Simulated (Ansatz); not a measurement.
Here is the system:

ZrCuSi:
```cif
data_Cu4Si4Zr4
_chemical_formula_sum 'Zr4 Si4 Cu4'
_space_group_name_H-M_alt 'P 1'
_space_group_IT_number 1
_cell_length_a 6.50806
_cell_length_b 3.92393
_cell_length_c 7.24901
_cell_angle_alpha 90.000
_cell_angle_beta 90.000
_cell_angle_gamma 90.000
loop_
_space_group_symop_operation_xyz
  'x, y, z'
loop_
_atom_site_label
_atom_site_type_symbol
_atom_site_fract_x
_atom_site_fract_y
_atom_site_fract_z
_atom_site_occupancy
Zr1 Zr 0.50814 0.25000 0.69523 1
Zr2 Zr 0.49186 0.75000 0.30477 1
Zr3 Zr 0.99186 0.75000 0.19523 1
Zr4 Zr 0.00814 0.25000 0.80477 1
Si1 Si 0.28087 0.25000 0.09900 1
Si2 Si 0.71913 0.75000 0.90100 1
Si3 Si 0.21913 0.75000 0.59900 1
Si4 Si 0.78087 0.25000 0.40100 1
Cu1 Cu 0.82825 0.75000 0.57718 1
Cu2 Cu 0.17175 0.25000 0.42282 1
Cu3 Cu 0.67175 0.25000 0.07718 1
Cu4 Cu 0.32825 0.75000 0.92282 1
```

This is the r²SCAN-relaxed structure.

**Question.** All from DFT-r²SCAN in the program Ansatz with PAW potentials, unless another level is named. Predict the electronic character.

**Answer.** metallic (no gap).

**Question.** Predict the formation energy from the elements (no fitted shifts).

**Answer.** -69 kJ/mol of atoms.

**Question.** Give the density of states at the Fermi level.

**Answer.** 0.41 states/eV per atom (mean over ±0.08 eV).

Space group Pnma. The first step of the workflow began from a Materials Project structure, measured or hypothetical; the Crystallography Open Database copy checked does not list it. Whether it is the stable phase at ambient conditions was not checked. The cell was relaxed with r²SCAN under the symmetry of its start; its stability against distortions is not shown here. The run is not spin-polarised. The references are the lowest solids computed at this level, not always the standard phases. Scalar-relativistic: spin–orbit coupling is off unless named, which matters more the heavier the elements.

Potentials: the later of the program's two PAW sets.
